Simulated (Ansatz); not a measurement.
Relaxed-ion elastic tensor of Se (trigonal Se type, P3_121) in GPa (Voigt order), PBEsol in the plane-wave PAW code Ansatz; density 5.44 g/cm³, 24.10 Å³ per atom.

```json
[
 {"": "1", "1": "36.0", "2": "10.2", "3": "28.4", "4": "12.2", "5": "0.0", "6": "0.0"},
 {"": "2", "1": "10.2", "2": "36.0", "3": "28.4", "4": "-12.2", "5": "0.0", "6": "0.0"},
 {"": "3", "1": "28.4", "2": "28.4", "3": "103", "4": "0.0", "5": "0.0", "6": "0.0"},
 {"": "4", "1": "12.2", "2": "-12.2", "3": "0.0", "4": "37.7", "5": "0.0", "6": "0.0"},
 {"": "5", "1": "0.0", "2": "0.0", "3": "0.0", "4": "0.0", "5": "37.7", "6": "12.2"},
 {"": "6", "1": "0.0", "2": "0.0", "3": "0.0", "4": "0.0", "5": "12.2", "6": "12.9"}
]
```

Q: Is the crystal mechanically stable?

A: Yes: the smallest eigenvalue of C is 7.9 GPa.

Q: Work out the Voigt, Reuss and Hill averages.

A: K_V = 34.3, K_R = 22.7, K_H = 28.5; G_V = 24.9, G_R = 13.7, G_H = 19.3 GPa.

Q: Give Young's modulus, Poisson's ratio, Pugh's ratio and the universal anisotropy index.

A: E = 9KG/(3K + G) = 47.2 GPa; ν = 0.22; K/G = 1.48 (brittle by the Pugh limit of 1.75); A_U = 5G_V/G_R + K_V/K_R − 6 = 4.59.

Q: Estimate the sound speeds and the Debye temperature.

A: v_l = √((K + 4G/3)/ρ) = 3160 m/s, v_t = √(G/ρ) = 1880 m/s, mean 2080 m/s; Θ = (h/k)(3n/4πV)^(1/3) v_m = 215 K.

Q: Solve the Christoffel equation for the three sound speeds along x, y, z.

A: Eigenvalues of C_ijkl n_j n_l equal ρv² (piezoelectric stiffening left out). In km/s, slowest first: x 1.21, 2.57, 2.80; y 1.54, 2.13, 3.00; z 2.63, 2.63, 4.34.

Q: How much does each axis shrink under pressure?

A: Linear compressibilities β_i = Σ_j S_ij (j = 1 to 3): x 24, y 24, z -3.4 per TPa.

Symmetry was held in the PBEsol relaxation. A crystal of weakly bound chains computed without a dispersion correction: the cell and the soft elastic constants depend strongly on that.

Potentials: the later of the program's two PAW sets.
